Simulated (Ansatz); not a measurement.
MgO (rock salt)

```yaml
crystal:
  lattice:
    - [0.00000, 4.25375, 4.25375]
    - [2.12687, 0.00000, 2.12687]
    - [2.12687, 2.12687, 0.00000]
  atoms:
    - { symbol: O, position: [0.00000, 0.00000, 0.00000] }
    - { symbol: O, position: [0.50000, 0.00000, 0.00000] }
    - { symbol: Mg, position: [0.25000, 0.50000, 0.50000] }
    - { symbol: Mg, position: [0.75000, 0.50000, 0.50000] }
```

In each cell atom 3 (Mg, nearest neighbour O at 2.127 Å; its periodic images, 3.0 Å or more away, move with it) moves by s·(1.000, 0.000, 0.000) (along Cartesian x), the rest being held.

All values below come from PBE (plane waves to 420 eV, PAW, scalar-relativistic; Ansatz, a program for electronic structure). k mesh 11×11×11 (Γ-centred), Fermi-Dirac smearing 0.05 eV. E stands for the smeared free energy. F∥ is the force on the atom along that direction. MgO was relaxed with its symmetry unable to fall. The zero of ΔE is the undisplaced structure.

### Question
Estimate the ΔE (meV/cell) and F∥ (eV/Å) for s (Å) = -0.430, -0.172, 0.086, 0.172, 0.258, 0.430.

### Answer
```
s (Å)   ΔE (meV/cell)  F∥ (eV/Å)
------  -------------  ---------
-0.430           1110      6.852
-0.172            133      1.636
0.086              32     -0.751
0.172             133     -1.636
0.258             321     -2.809
0.430            1110     -6.852
```

(For displaced atoms, the force is minus the slope of the energy, and its curvature is a force constant, which sets phonon frequencies.)
